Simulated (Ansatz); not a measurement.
According to r²SCAN in the plane-wave PAW code Ansatz, Ni3O4 in the cubic phase (Fd-3m; Ni on 16d, Ni on 8a, O on 32e) relaxes to a = 8.115 Å. Ni on 16d has 6 nearest neighbours from 1.96 Å (octahedral); Ni on 8a has 4 nearest neighbours from 1.87 Å (tetrahedral). Its formation energy from the elements is -1099 meV/atom, with no fitted shifts.

Electronic character: metallic (no gap). The magnetic state found is antiferromagnetic.

An equation-of-state fit gives a bulk modulus of 210 GPa. Bader charges are Ni +1.39 to +1.40, O -1.05 e.

The start of the workflow was typed in or built on a structure type; neither database checked (COD, Materials Project) lists it. Whether it is the stable phase at ambient conditions was not checked. The r²SCAN relaxation kept the symmetry of its start, as lowered by the spin order; its stability against distortions is not shown here. Spin order of the final state: antiferromagnetic, chosen from 3 collinear starts compared on coarse meshes (ties went to the first, and starts can fall back to one state), not a proven ground state. Other orbital occupations within this spin state were not tried. No Hubbard U is applied. The compound may be a true metal, but semilocal functionals without U, or a wrong spin order, can also close a gap. The references are the lowest solids computed at this level, not always the standard phases (solids in place of the gases).

Potentials: the earlier of the program's two PAW sets. The files were generated under PBE; for other functionals the program regenerates the frozen cores, and for LDA and PBEsol the local potential too.
